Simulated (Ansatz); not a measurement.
C:
```
C
1.0
    0.00000     2.12629     3.57626
    1.22815     0.00000     3.57626
    1.22815     2.12629     0.00000
C
2
Direct
  0.16666   0.83334   0.16666
  0.83334   0.16666   0.83334
```

Relaxed with r²SCAN. Special points in fractions of this cell's reciprocal vectors: Γ (0.000, 0.000, 0.000); Y (0.500, 0.000, 0.500); T (1.000, 0.500, 0.500); Z (0.500, 0.500, 0.000); Σ0 (0.000, 0.363, 0.363); U0 (1.000, 0.637, 0.637); C0 (0.500, 0.196, 0.696); A0 (0.500, 0.804, 0.304); L (0.500, 0.500, 0.500).

Question: List the band energies nearest the Fermi level at these points for r²SCAN (plane waves, PAW; program Ansatz).

Answer: In eV from the Fermi level; about four levels below and three above (degenerate sets whole), none deeper than 8.9 eV; … stands for higher levels left out; points with the same levels are listed once.

| k | below | above |
|---|---|---|
| Γ | -7.55 -3.43 -3.41 | 3.70 … |
| Y | -7.02 -2.17 | 2.26 … |
| T | -7.05 -3.20 | 1.02 … |
| Z | -3.43 -3.42 | 8.54 … |
| Σ0 | -1.45 | 0.53 … |
| C0 | -1.47 | 1.27 … |
| L | -7.03 -2.72 | 1.59 … |

Space group Fmmm. The workflow started from an entry of the Crystallography Open Database (COD), which files this formula under 8 space groups. It is not the phase usual at ambient conditions (space group No. 194, 227). The cell keeps a stress of up to 0.2 GPa. The r²SCAN relaxation kept the symmetry of its start; its stability against distortions is not shown here. A crystal of weakly bound layers computed without a dispersion correction: the cell and the soft elastic constants depend strongly on that. The Fermi level of a semimetal is unsure by some 0.05 eV on such meshes.

Potentials: the later of the program's two PAW sets.
